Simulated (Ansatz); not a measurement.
FeNi:
```cif
data_FeNi
_chemical_formula_sum 'Fe1 Ni1'
_space_group_name_H-M_alt 'P 1'
_space_group_IT_number 1
_cell_length_a 2.46832
_cell_length_b 2.46832
_cell_length_c 3.53315
_cell_angle_alpha 90.000
_cell_angle_beta 90.000
_cell_angle_gamma 90.000
loop_
_space_group_symop_operation_xyz
  'x, y, z'
loop_
_atom_site_label
_atom_site_type_symbol
_atom_site_fract_x
_atom_site_fract_y
_atom_site_fract_z
_atom_site_occupancy
Fe1 Fe 0.00000 0.00000 0.00000 1
Ni1 Ni 0.50000 0.50000 0.50000 1
```
The run is spin-polarised; directions of the spins, atom by atom: ↑ ↑.

Relaxed with PBEsol.

### Question
Which orbitals make up the states near the Fermi level in the program Ansatz at the PBEsol level (PAW)?

### Answer
Within 0.5 eV of the Fermi level: Fe 3d 55 %, Ni 3d 36 %. Projections are on Löwdin-orthogonalised atomic valence shells; empty p or d shells of many metals are not among them.

### Question
Tabulate the density of states.

### Answer
States/eV per cell of 2 atoms, in 0.25 eV bins, energy from the Fermi level.

```csv
E (eV),total,Ni 3d,Fe 3d,Ni 4s
-7.85,0.16,0.00,0.00,0.08
-7.60,0.18,0.00,0.00,0.09
-7.35,0.21,0.00,0.00,0.10
-7.10,0.23,0.01,0.01,0.11
-6.85,0.26,0.01,0.01,0.12
-6.60,0.29,0.01,0.01,0.13
-6.35,0.32,0.02,0.02,0.15
-6.10,0.36,0.03,0.03,0.16
-5.85,0.42,0.04,0.05,0.17
-5.60,0.53,0.07,0.09,0.19
-5.35,0.90,0.17,0.30,0.24
-5.10,1.16,0.28,0.42,0.23
-4.85,1.43,0.43,0.54,0.22
-4.60,1.68,0.59,0.68,0.18
-4.35,2.42,1.02,0.97,0.17
-4.10,2.67,1.21,1.08,0.14
-3.85,2.52,1.16,1.07,0.10
-3.60,2.54,1.25,1.01,0.10
-3.35,2.94,1.53,1.17,0.09
-3.10,3.81,2.15,1.41,0.07
-2.85,3.90,2.26,1.39,0.05
-2.60,4.31,2.48,1.55,0.06
-2.35,4.23,2.49,1.48,0.05
-2.10,3.80,2.28,1.24,0.07
-1.85,3.93,2.34,1.35,0.06
-1.60,4.02,2.24,1.56,0.05
-1.35,4.83,2.83,1.72,0.06
-1.10,4.12,2.28,1.58,0.05
-0.85,4.72,2.49,2.00,0.04
-0.60,4.69,2.27,2.22,0.04
-0.35,2.69,1.01,1.51,0.04
-0.10,1.41,0.43,0.83,0.05
0.15,1.07,0.33,0.59,0.05
0.40,1.64,0.63,0.83,0.06
0.65,2.18,0.71,1.25,0.08
0.90,2.16,0.61,1.33,0.08
1.15,1.71,0.25,1.25,0.07
1.40,2.50,0.38,1.89,0.08
1.65,2.55,0.41,1.84,0.11
1.90,1.36,0.18,0.89,0.10
2.15,0.87,0.11,0.46,0.10
2.40,0.69,0.08,0.28,0.09
2.65,0.59,0.07,0.18,0.09
2.90,0.53,0.06,0.15,0.08
3.15,0.51,0.05,0.13,0.07
3.40,0.50,0.04,0.12,0.07
3.65,0.54,0.04,0.14,0.07
3.90,0.56,0.04,0.14,0.07
4.15,0.50,0.03,0.10,0.06
4.40,0.46,0.03,0.08,0.06
4.65,0.42,0.03,0.07,0.05
```

Space group P4/mmm (L1₀ or tetragonal B2). The workflow started from a Materials Project entry (that database holds measured and hypothetical structures alike); the Crystallography Open Database files this formula in space group No. 123, but the cells were not matched. Its standing as an ambient phase is unchecked. The PBEsol relaxation kept the symmetry of its start; whether a distortion lowers the energy is not shown. Magnetic state: ferromagnetic, chosen from 5 collinear starts compared on coarse meshes (ties went to the first, and starts can fall back to one state), not a proven ground state.

Potentials: the earlier of the program's two PAW sets. The files were generated under PBE; for other functionals the program regenerates the frozen cores, and for LDA and PBEsol the local potential too.
